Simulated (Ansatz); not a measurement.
**Property card for WSe2**

All numbers below come from DFT PBE+D3(BJ), scalar-relativistic, plane waves, PAW (Ansatz 0.2.0).

Cutoff 420 eV; k points 12×12×2 on the computed 6-atom cell (Γ-centred); Gaussian smearing, width 0.02 eV; no spin polarisation.

The structure is relaxed at this level of theory with its symmetry kept.

It takes space group P6_3/mmc (No. 194, hexagonal). The conventional cell has a = 3.279 Å, b = 3.279 Å, c = 12.789 Å, α = 90.00°, β = 90.00°, γ = 120.00°. Around W (site symmetry -6m2) lie 6 Se at 2.53 Å. Around Se (site symmetry 3m) lie 3 W at 2.53 Å.

| Item | Value |
| --- | --- |
| Volume per atom | 19.85 Å³ |
| Kohn–Sham band gap | 0.88 eV |
| Löwdin character of the top 1 eV of the valence band | W 5d 61 %, Se 4p 34 % |
| Löwdin character of the lowest 1 eV of the conduction band | W 5d 64 %, Se 4p 28 % |
| Bader charges (e) | W (2 in the cell) 1.07, Se (4 in the cell) -0.54 |

Spin-orbit coupling is left out, which matters for the bands of heavy elements.